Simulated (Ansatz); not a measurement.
# Computed properties of Be$_{2}$Sn

Be2Sn:
Space group Fm-3m (No. 225); a = b = c = 5.8023 Å, α = β = γ = 90.00°

| atom | site | symmetry | x | y | z |
|---|---|---|---|---|---|
| Sn | 4a | m-3m | 0.0000 | 0.0000 | 0.0000 |
| Be | 8c | -43m | 0.2500 | 0.2500 | 0.2500 |
(The calculation used a cell of 3 atoms; values per cell refer to that cell.)

Space group Fm-3m (No. 225), fluorite or antifluorite type; conventional cell a = b = c = 5.8023 Å, α = β = γ = 90.00°.

Method: r²SCAN in the plane-wave PAW code Ansatz. The cell and atoms are relaxed at this level. Other levels are named where they apply.

**Cell and energy**

| Item | Value |
|---|---|
| Volume per atom | 16.28 Å³ |
| Density | 4.65 g/cm³ |
| Formation energy from the elements (no fitted shifts) | 0.54 eV/atom |

**Electronic structure**

| Property | Value |
|---|---|
| Electronic character | metallic (no gap) |
| Density of states at the Fermi level | 0.14 states/eV per atom (mean over ±0.08 eV) |
| Gap with spin–orbit coupling | none (metallic) |

**Mechanics**

| Quantity | Value |
|---|---|
| Bulk modulus (Birch–Murnaghan fit) | 76.1 GPa |
| Pressure derivative B′ | 3.9 |
| Elastic constants (relaxed ions, GPa) | C11 = 82.2, C12 = 72.5, C44 = 40.4 |
| Mechanical stability | stable (all eigenvalues of C positive) |
| Hill bulk and shear moduli | 75.8 and 18.2 GPa |
| Young's modulus | 50.7 GPa |
| Poisson's ratio | 0.39 |
| Debye temperature from the elastic constants | 263 K |

**Charges**

| Quantity | Result |
|---|---|
| Bader charges | Sn -2.74, Be +1.37 e |

The cell is a constructed one: a structure type filled with these elements; neither database checked (COD, Materials Project) lists it. Whether it is the stable phase at ambient conditions was not checked. The r²SCAN relaxation kept the symmetry of its start; whether a distortion lowers the energy is not shown. As this level gives no gap, shear constants depend on the k-mesh and smearing (Fermi–Dirac, 0.1 eV here). The references are the lowest solids computed at this level, not always the standard phases. Spin–orbit coupling is left out wherever it is not named.

Potentials: the earlier of the program's two PAW sets. The files were generated under PBE; for other functionals the program regenerates the frozen cores, and for LDA and PBEsol the local potential too.
